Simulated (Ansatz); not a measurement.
Ga3Ni2 (La2O3 or Ni2Al3 type, P-3m1), PBE (plane waves, PAW; program Ansatz), all energies at zero smearing, with the estimated change up to a 700 eV cutoff added, with one set of potentials and settings (totals compare only within such a set). Cell of 5 atoms (3 Ga, 2 Ni): -23030.539 eV.

| element | reference phase | E (eV/atom) |
|---|---|---|
| Ga | Cmce, 4 atoms in the cell | -3783.0209 |
| Ni | Fm-3m, 1 atoms in the cell, spin-polarised | -5839.7239 |

Formation energy per atom, worked out: (-23030.539 − 3×(-3783.0209) − 2×(-5839.7239))/5 = -0.406 eV/atom (-39 kJ per mol of atoms), at 0 K, without zero-point energy or fitted corrections.

The workflow started from a Materials Project entry (that database holds measured and hypothetical structures alike); the Crystallography Open Database files this formula in space group No. 164, but the cells were not matched. Whether it is the stable phase at ambient conditions was not checked. The cell was relaxed with PBE under the symmetry of its start; of distortions, only those at the zone centre were tested. The run is not spin-polarised. The references are the lowest solids computed at this level, not always the standard phases.

Potentials: the later of the program's two PAW sets.
